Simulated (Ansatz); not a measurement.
S:
```
S
1.0
    0.00000     6.48128    12.14977
    5.30747     0.00000    12.14977
    5.30747     6.48128     0.00000
S
32
Cartesian
  8.15607  10.73090  20.03375
  7.76634   8.71294  20.03375
  8.15607   8.71294  16.41556
  7.76634  10.73090  16.41556
  5.11260   5.47230  10.34068
  5.50234   7.49026  10.34068
  5.11260   7.49026  13.95886
  5.50234   5.47230  13.95886
  9.71138  11.11163  21.32788
  6.21103   8.33221  21.32788
  9.71138   8.33221  15.12143
  6.21103  11.11163  15.12143
  3.55729   5.09157   9.04654
  7.05765   7.87099   9.04654
  3.55729   7.87099  15.25299
  7.05765   5.09157  15.25299
  8.93348   5.25302  10.97944
  1.68147   7.70954  10.97944
  8.93348   7.70954  13.32010
  1.68147   5.25302  13.32010
  4.33520   4.46890   7.24522
  6.27974   8.49366   7.24522
  4.33520   8.49366  17.05432
  6.27974   4.46890  17.05432
  3.59251  10.14793  12.28829
  7.02243   2.81463  12.28829
  3.59251   2.81463  12.01125
  7.02243  10.14793  12.01125
  4.36869   6.05527   5.93637
  6.24625   6.90729   5.93637
  4.36869   6.90729  18.36317
  6.24625   6.05527  18.36317
```

Relaxed with PBEsol. Special points in fractions of this cell's reciprocal vectors: Γ (0.000, 0.000, 0.000); Y (0.500, 0.000, 0.500); T (1.000, 0.500, 0.500); Z (0.500, 0.500, 0.000); Σ0 (0.000, 0.465, 0.465); U0 (1.000, 0.535, 0.535); C0 (0.500, 0.130, 0.630); A0 (0.500, 0.870, 0.370); L (0.500, 0.500, 0.500).

**Question.** List the band energies nearest the valence-band maximum at these points for DFT-PBEsol in the program Ansatz with PAW potentials.

**Answer.** In eV from the valence-band maximum; about four levels below and three above (degenerate sets whole), none deeper than 8.9 eV; points with the same levels are listed once.

```tsv
k	below	above
Γ	-0.77 -0.71 -0.30 0.00	2.11 2.19 2.27
Y	-0.65 -0.65 -0.32 -0.32	2.12 2.12 2.32 2.32
T	-0.61 -0.61 -0.38 -0.38	2.00 2.00 2.15 2.15
Z	-0.80 -0.80 -0.14 -0.14	2.16 2.16 2.39 2.39
Σ0	-0.62 -0.59 -0.42 -0.34	2.00 2.01 2.12
C0	-0.65 -0.65 -0.34 -0.34	2.12 2.12 2.40 2.40
L	-0.65 -0.59 -0.52 -0.22	2.21 2.27 2.31
```

Space group Fddd (α-S8). The PBEsol relaxation kept the symmetry of its start. A crystal of weakly bound molecules computed without a dispersion correction: the cell and the soft elastic constants depend strongly on that.

Potentials: the earlier of the program's two PAW sets. The files were generated under PBE; for other functionals the program regenerates the frozen cores, and for LDA and PBEsol the local potential too.
